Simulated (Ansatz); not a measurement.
A relaxed cell of Ti₅W is given with its symmetry left out. The cell was found from a structure generator's guess, not taken from experiment.

These are results of DFT PBE, scalar-relativistic, plane waves, PAW in Ansatz 0.2.0, not measurements. Cutoff 420 eV, Γ-centred mesh, Gaussian smearing, no spin polarisation.

```
Ti W
1.0
     1.56258   -2.32676    0.00000
     1.56258    2.32676    0.00000
     0.00000    0.00000   13.98880
Ti W
5 1
Direct
  0.00000 0.00000 0.83094
  0.50000 0.50000 0.65777
  0.50000 0.50000 0.34223
  0.00000 0.00000 0.16906
  0.50000 0.50000 0.00000
  0.00000 0.00000 0.50000
```

Formation energies are uncorrected and refer to the elements' standard structures at the same level.

Task: Find its symmetry and describe it.

Result: Cmmm (No. 65), with Ti and W ordered on bcc sites. Conventional cell: a = 3.125 Å, b = 4.654 Å, c = 13.989 Å. Around Ti on a site of symmetry mm2 lie 8 Ti at 2.80–2.88 Å, 2 Ti at 3.13 Å and 4 Ti at 3.32–3.36 Å; Ti on a second site of symmetry mm2 has 2 W at 2.70 Å, 6 Ti at 2.80–2.88 Å, 2 Ti at 3.13 Å, 2 W at 3.21 Å and 2 Ti at 3.36 Å; Ti on a site of symmetry mmm is surrounded by 8 Ti at 2.80–2.83 Å, 2 Ti at 3.13 Å and 4 Ti at 3.32 Å; W has 4 Ti at 2.70 Å, 4 W at 2.80 Å, 2 W at 3.13 Å and 4 Ti at 3.21 Å.

Task: How far does it lie from the elements in energy?

Result: +0.07 eV/atom. The separate elements lie lower, so it is unstable against them.

Task: Is it a metal?

Result: Yes, bands cross the Fermi level on the 14×14×4 mesh.

The last run used a 14×14×4 mesh (in the run's order of axes) for its 6-atom cell and Gaussian smearing of 0.10 eV. These runs have no spin–orbit coupling, which can matter for W. Symmetry constrained the relaxation, so the result can be a saddle point.
